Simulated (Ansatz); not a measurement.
**BiPt: pressure against volume**

BiPt, P6_3/mmc, a = 4.362 Å, c = 5.488 Å. The structure is a COD entry; whether it is the stable form wasn't checked. Ansatz: PBEsol, PAW, 420 eV, Γ-centred 12×12×8 mesh on 4 atoms, Gaussian smearing 0.10 eV; no spin polarisation. Shape and atoms are relaxed at each volume; pressure is positive in compression.

| V (Å³/atom) | P (GPa) |
| --- | --- |
| 19.892 | ? |
| 20.571 | 14.63 |
| 21.249 | 8.85 |
| 21.927 | 4.02 |
| 22.605 | -0.01 |
| 23.283 | -3.36 |
| 23.961 | -6.15 |
| 24.866 | -9.17 |

**Question.** Take V0 = 22.605 Å³/atom, count pressures from its P0 = -0.01 GPa, fit the third-order Birch–Murnaghan form to the other rows, and predict the missing pressure.

**Answer.** With the Eulerian strain f = ½[(V0/V)^(2/3) − 1] and y = (P − P0)/[3f(1 + 2f)^(5/2)], the form is the line y = B0 + 1.5 B0 (B0′ − 4) f. Rows (f, y): 0.03244, 128.6; 0.02105, 126.6; 0.01025, 124.6; -0.00975, 120.3; -0.01905, 118.4; -0.03079, 116.2. Means f = 0.0006917, y = 122.45; Σ(Δf)² = 0.003004, ΣΔfΔy = 0.5995; the slope is their ratio. y = 122.3 + 199.6 f GPa, so B0 = 122.3 GPa and B0′ = 4 + 2 × (199.6)/(3 × 122.3) = 5.09. At V = 19.892, f = 0.04449, y = 131.18 and P = 21.66 GPa. The run gave 21.52 GPa, so the fit is 0.14 GPa too high, a small miss on the scale of the series.

Spin–orbit coupling is left out, which can shift energies with elements as heavy as these.